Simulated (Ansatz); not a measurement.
Two inputs for CsPbBr3 with Sr replacing Cs

This input was run with Ansatz:

```yaml
crystal:
  lattice:
    - [-5.87, 5.87, 5.87]
    - [5.87, -5.87, 5.87]
    - [5.87, 5.87, -5.87]
  atoms:
    - { symbol: Sr, position: [0.0, 0.0, 0.0] }
    - { symbol: Cs, position: [0.5, 0.5, 0.0] }
    - { symbol: Cs, position: [0.5, 0.0, 0.5] }
    - { symbol: Cs, position: [0.0, 0.5, 0.5] }
    - { symbol: Pb, position: [0.5, 0.5, 0.5] }
    - { symbol: Pb, position: [0.0, 0.0, 0.5] }
    - { symbol: Pb, position: [0.0, 0.5, 0.0] }
    - { symbol: Pb, position: [0.5, 0.0, 0.0] }
    - { symbol: Br, position: [0.5, 0.25, 0.25] }
    - { symbol: Br, position: [0.0, 0.75, 0.25] }
    - { symbol: Br, position: [0.0, 0.25, 0.75] }
    - { symbol: Br, position: [0.5, 0.75, 0.75] }
    - { symbol: Br, position: [0.25, 0.5, 0.25] }
    - { symbol: Br, position: [0.75, 0.0, 0.25] }
    - { symbol: Br, position: [0.75, 0.5, 0.75] }
    - { symbol: Br, position: [0.25, 0.0, 0.75] }
    - { symbol: Br, position: [0.25, 0.25, 0.5] }
    - { symbol: Br, position: [0.75, 0.75, 0.5] }
    - { symbol: Br, position: [0.75, 0.25, 0.0] }
    - { symbol: Br, position: [0.25, 0.75, 0.0] }
total_charge: 1
kpoints:
  mp_grid: { grid: [2, 2, 2] }
scf:
  occupations: { method: fermi_dirac, width: 0.01 }
hamiltonian:
  xc: pbe
  pseudopotentials: { kind: paw }
output:
  forces: true
  stress: true
  populations: true
  efg:
    quadrupole_moments_barn: { Sr: 0.305, Cs: -0.00343, Br: 0.2579 }
    contact_densities: true
basis:
  ecutwfc: "22.0 Ry"
```

```sh
ansatz run input.yaml --threads 1 --pin off --max-ram 3072MiB --backend cpu --events-out ev --progress --plain --runs-dir out
```

It converged. Of its output the block on the nuclei alone is shown, without the SCF iterations, energies, forces and stress (one atom of each set):

```
--- PAW observables at the nuclei: V_zz in 10²¹ V/m², potentials from the cell's mean, atoms counted from 1 ---
  atom   1  Sr V_zz =    -0.000000   η = 0.0000   by run symmetry: forbidden   C_q = -0.0000 MHz
            electrostatic potential = -5501.529331 V   contact ρ = 401057.663038 e/Å³
  atom   2  Cs V_zz =    +0.004675   η = 0.0000   by run symmetry: allowed   C_q = -0.0004 MHz
            electrostatic potential = -9372.486940 V   contact ρ = 1900597.707043 e/Å³
  atom   5  Pb V_zz =    -0.010629   η = 0.0000   by run symmetry: allowed
            electrostatic potential = -17472.715661 V   contact ρ = 16532793.928204 e/Å³
  atom   9  Br V_zz =   +17.040516   η = 0.4427   by run symmetry: allowed   C_q = +106.2646 MHz
            electrostatic potential = -4906.269269 V   contact ρ = 293242.051895 e/Å³
```

**Question.** Can these gradients be trusted, and how do they compare with a run on standard settings?

**Answer.** They agree with the standard run. Against the standard input the change is `basis.ecutwfc`: not typed → 22.0 Ry. A site carries the number of its first atom; V_zz in 10²¹ V/m².

| site | V_zz standard | η standard | V_zz here | η here |
| --- | --- | --- | --- | --- |
| Sr | 0.00 | – | 0.00 | – |
| Br | 17.06 | 0.44 | 17.04 | 0.44 |

No V_zz moves by more than 0.02. Other sites with |V_zz| of 0.02 or less aren't listed. SCF iterations: 8 and 8. New warnings: cutoff below recommended. In the changed run the cutoff of 299 eV lies below the one recommended for these PAW files, yet the gradients stay close to the reference.

On the reference run: The defect repeats with the cell of 20 atoms, so it feels its images: sites between two images don't show the values beside a lone defect, and zeros or small values of η there can come from the images' arrangement. Br carries a gradient in the pure host already, so the values there aren't the defect's effect alone. This high-symmetry form of CsPbBr3 is unstable when cold, to tilts of the octahedra. The symmetry of the cell holds that distortion back, wholly or in part, and it would change the field gradients, the more the larger the distortion. A uniform background compensates the cell's charge. Without spin–orbit coupling the gradients at and beside Pb can be off by some per cent, at some sites by more. The neighbours have not yet relaxed around the defect (largest force 0.28 eV/Å), so a real crystal will differ.
